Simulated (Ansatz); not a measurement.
Hf$_{2}$Cd:
```
CELL_PARAMETERS angstrom
     -1.53351     1.53351     6.88645
      1.53351    -1.53351     6.88645
      1.53351     1.53351    -6.88645
ATOMIC_POSITIONS crystal
  Hf 0.67193 0.67193 0.00000
  Hf 0.32807 0.32807 0.00000
  Cd 0.00000 0.00000 0.00000
```

Relaxed with r²SCAN. Special points in fractions of this cell's reciprocal vectors: Γ (0.000, 0.000, 0.000); X (0.000, 0.000, 0.500); P (0.250, 0.250, 0.250); N (0.000, 0.500, 0.000); M (0.500, 0.500, -0.500); S (0.262, 0.738, -0.262); S0 (-0.262, 0.262, 0.262); R (-0.025, 0.025, 0.500); G (0.500, 0.500, -0.025).

Q: List the band energies nearest the Fermi level at these points for the program Ansatz at the r²SCAN level (PAW).

A: In eV from the Fermi level; about four levels below and three above (degenerate sets whole), none deeper than 8.9 eV; points with the same levels are listed once.

| k | below | above |
|---|---|---|
| Γ | -4.53 -3.88 -1.89 -0.36 | 0.20 2.59 2.59 |
| X | -2.87 -1.94 -1.24 -0.36 | 1.52 2.35 2.65 |
| P | -2.93 -2.87 -1.69 -1.69 | 0.49 0.49 2.72 |
| N | -3.52 -2.54 -1.58 -0.63 | 0.48 0.52 2.16 |
| M | -7.39 -6.75 -2.71 -1.85 | 0.15 0.59 2.35 2.35 |
| S | -2.95 -2.88 -1.16 -1.11 | 0.33 0.68 2.18 |
| R | -2.85 -1.92 -1.25 -0.52 | 1.51 2.49 2.65 |

Space group I4/mmm (MoSi2 or CaC2 type). The first step of the workflow began from a Materials Project structure, measured or hypothetical; the Crystallography Open Database copy checked does not list it. With Hf and Cd taken as one species the cell has the higher symmetry Fm-3m, so it may be an ordered model of a mixed-site phase. Whether it is the stable phase at ambient conditions was not checked. The cell was relaxed with r²SCAN under the symmetry of its start; whether a distortion lowers the energy is not shown. No spin polarisation was allowed. Scalar-relativistic: spin–orbit coupling is off unless named, which matters more the heavier the elements.

Potentials: the later of the program's two PAW sets.
